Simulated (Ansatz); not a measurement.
CuI:
```
CuI
1.0
    3.65059     0.00000     0.00000
    0.00000     3.65059     0.00000
    0.00000     0.00000     3.65059
Cu I
1 1
Direct
  0.00000   0.00000   0.00000
  0.50000   0.50000   0.50000
```

Relaxed with PBE. Special points in fractions of this cell's reciprocal vectors: Γ (0.000, 0.000, 0.000); X (0.000, 0.500, 0.000); M (0.500, 0.500, 0.000); R (0.500, 0.500, 0.500).

### Question
List the band energies nearest the Fermi level at these points for plane-wave PAW PBE (Ansatz code).

### Answer
In eV from the Fermi level; about four levels below and three above (degenerate sets whole), none deeper than 8.9 eV; … stands for higher levels left out; points with the same levels are listed once.

```
k                          below           above
-  -----------------------------  --------------
Γ        -1.51 -1.51 -1.51 -0.32     5.57 5.57 …
X  -2.23 -2.23 -1.83 -1.50 -1.36  0.09 0.09 3.51
M        -1.54 -1.37 -0.32 -0.20  7.32 7.32 7.75
R  -1.36 -1.36 -0.68 -0.68 -0.68  1.85 1.85 1.85
```

Space group Pm-3m (CsCl type). A made-up cell: these elements were put on the sites of a structure type; neither database checked (COD, Materials Project) lists it. It is not the phase usual at ambient conditions (space group No. 216). Symmetry was held in the PBE relaxation; its stability against distortions is not shown here. The run is not spin-polarised. Spin–orbit coupling is left out wherever it is not named.

Potentials: the later of the program's two PAW sets.
